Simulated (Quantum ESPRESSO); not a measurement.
# Strain and stress in Al3ZnN3O

These are calculations, not measurements. They come from pw.x of Quantum ESPRESSO 7.5, a plane-wave density functional program, with PseudoDojo standard norm-conserving files (v0.5 for PBE, v0.4.1 for LDA and PBEsol). The cells are made up: elements, strain and atom displacements were drawn at random, and nothing was relaxed. There is no spin polarisation, spin-orbit coupling or dispersion term.

The cell has 8 sites of a wurtzite lattice (rectangular cell). Sites 1 to 4 hold Al Al Zn Al; sites 5 to 8 hold N N O N. Cell vectors in Å: (3.113, -0.005, 0.000); (-0.009, 5.392, 0.000); (0.000, 0.000, 5.084). Settings: PBE, cutoff 1143 eV, 6 x 4 x 4 k mesh shifted by half a step, Fermi-Dirac smearing of 0.025 eV.

Each run adds a shear xy (given as the tensor component) to one cell, with the atoms carried along; the vectors above are those of run 3. Stress is positive in tension and P is minus a third of its trace. E is the free energy for each atom above the lowest run shown. The last column is band 26 less band 25 at Gamma, from a band step after each run.

```
run  strain (%)  s_xx (GPa)  s_yy (GPa)  s_zz (GPa)  s_xy (GPa)  P (GPa)  E (meV/atom)  level step at Gamma (eV)
  1       -2.13       -6.37      -16.38       -2.03       -7.16     8.26         11.76                     0.805
  3       -0.17       -6.16      -15.88       -2.01       -1.42     8.02          0.27                     0.790
  4        0.61       -6.28      -15.88       -2.02        0.85     8.06          0.00                     0.778
  5        0.99       -6.38      -15.91       -2.04        1.96     8.11          0.75                     0.772
  6        1.21       -6.45      -15.95       -2.05        2.61     8.15          1.49                     0.767
  7        2.05       -6.79      -16.16       -2.09        5.06     8.35          5.93                     0.750
  2       -0.91           ?           ?           ?           ?        ?             ?                         ?
```

A rerun of one of these cells at 1437 eV and k mesh 8 x 6 x 6 moved values by no more than 0.002 eV in the cell's energy, 0.03 GPa in stress and 0.003 eV/Å in force.

## Worked fit

A parabola through the six runs shown gives s_xy = -0.93 + 2.92 e - 0.001 e² GPa, with e in per cent and a scatter of 0.01 GPa. The slope is a stiffness of 292 ± 1 GPa for each unit of this strain at e = 0, twice a shear constant under the stress shown, since the tensor component is half the shear angle. The atoms are clamped, and relaxing them would in general lower it. The error is the larger of the fit's own and the change that a cubic makes, rounded up.

## Withheld run

Question: what s_xy should run 2 give?

The fit gives -3.59 GPa. The calculation gave -3.58 GPa.

```
run  strain (%)  s_xx (GPa)  s_yy (GPa)  s_zz (GPa)  s_xy (GPa)  P (GPa)  E (meV/atom)  level step at Gamma (eV)
  2       -0.91       -6.16      -15.98       -2.00       -3.58     8.05          2.79                     0.798
```